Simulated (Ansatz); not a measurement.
Q: LiF (zinc blende, space group No. 216) is relaxed with r²SCAN in the plane-wave PAW code Ansatz. What lattice parameters of the conventional cell result?

A: a = 4.289 Å.

Q: Is it a metal or does it have a gap at this level?

A: A gap of 8.67 eV, direct.

Space group F-43m (zinc blende). The start of the workflow was typed in or built on a structure type; neither database checked (COD, Materials Project) lists it. It is not the phase usual at ambient conditions (space group No. 225). Symmetry was held in the r²SCAN relaxation; its stability against distortions is not shown here.

Potentials: the earlier of the program's two PAW sets.
